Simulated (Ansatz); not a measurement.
Computed with DFT PBE, scalar-relativistic, plane waves, PAW in Ansatz 0.2.0. All cells share a 420 eV cutoff and Γ-centred k meshes spaced about 0.3 Å⁻¹ or finer (0.25 for metals, 2π included). These runs have no spin polarisation.

Temperature and zero-point effects are left out.

Two relaxed structures of TiZn4N:

A.

```yaml
crystal:
  lattice:
    - [3.01740, 0.00000, 0.00000]
    - [-1.50870, 2.61314, 0.00000]
    - [0.00000, 0.00000, 11.11349]
  atoms:
    - { symbol: Ti, position: [0.00000, 0.00000, 0.00483] }
    - { symbol: Zn, position: [0.33333, 0.66667, 0.60560] }
    - { symbol: Zn, position: [0.66667, 0.33333, 0.79758] }
    - { symbol: Zn, position: [0.33333, 0.66667, 0.23741] }
    - { symbol: Zn, position: [0.00000, 0.00000, 0.41945] }
    - { symbol: N, position: [0.66667, 0.33333, 0.08513] }
```

B.

```yaml
crystal:
  lattice:
    - [2.92512, 0.00000, 0.00000]
    - [0.00000, 2.92512, 0.00000]
    - [0.00000, 0.00000, 19.42082]
  atoms:
    - { symbol: Ti, position: [0.00000, 0.50000, 0.94618] }
    - { symbol: Ti, position: [0.50000, 0.00000, 0.05382] }
    - { symbol: Zn, position: [0.50000, 0.00000, 0.82742] }
    - { symbol: Zn, position: [0.00000, 0.50000, 0.17258] }
    - { symbol: Zn, position: [0.00000, 0.50000, 0.73839] }
    - { symbol: Zn, position: [0.00000, 0.50000, 0.54819] }
    - { symbol: Zn, position: [0.50000, 0.00000, 0.45181] }
    - { symbol: Zn, position: [0.00000, 0.50000, 0.35616] }
    - { symbol: Zn, position: [0.50000, 0.00000, 0.64384] }
    - { symbol: Zn, position: [0.50000, 0.00000, 0.26161] }
    - { symbol: N, position: [0.50000, 0.00000, 0.94644] }
    - { symbol: N, position: [0.00000, 0.50000, 0.05356] }
```

Task: Which would you expect to be lower, and how large is the difference?

Result: B is lower, by 217 meV/atom. A has space group P3m1 (No. 156), 14.6 Å³/atom and no gap on its mesh; B has space group P4/nmm (No. 129), 13.8 Å³/atom and no gap. Counting Ti or Zn atoms around N (for each partner element, those within 1.25 times its shortest distance or 1.15 times the sum of covalent radii, where it is the nearest in units of that sum or under 1.3; a plus sign parts groups by distance over the sum of covalent radii), A has N 3+3 and B has N 5+1. The denser one is the lower, and pressure would at first widen the difference. In A, Ti is surrounded by 3 N at 1.96 Å, 3 Zn at 2.89 Å, 6 Ti at 3.02 Å and 3 Zn at 3.12 Å; around Zn on its first site lie 6 Zn at 2.70–2.75 Å and 6 Zn at 3.02 Å; N is surrounded by 3 Ti at 1.96 Å, 3 Zn at 2.43 Å, 6 N at 3.02 Å and 1 Zn at 3.20 Å; 3 more sites not described. In B, Ti has 5 N at 2.07–2.09 Å, 8 Ti at 2.93–2.94 Å and 4 Zn at 3.10 Å; Zn on its first site has 1 N at 2.31 Å, 4 Zn at 2.70 Å, 4 Zn at 2.93 Å and 4 Ti at 3.10 Å; N has 5 Ti at 2.07–2.09 Å and 1 Zn at 2.31 Å; 3 more sites not described. Both come from trial cells of a structure search.

Trial moments fell under 0.15 μB along the way in P3m1 and P4/nmm; another start might hold them. With atoms moved at random, B ended within 5 meV/atom of its own energy, in a cell of lower symmetry. Other cells relaxed within their symmetry can be saddle points.
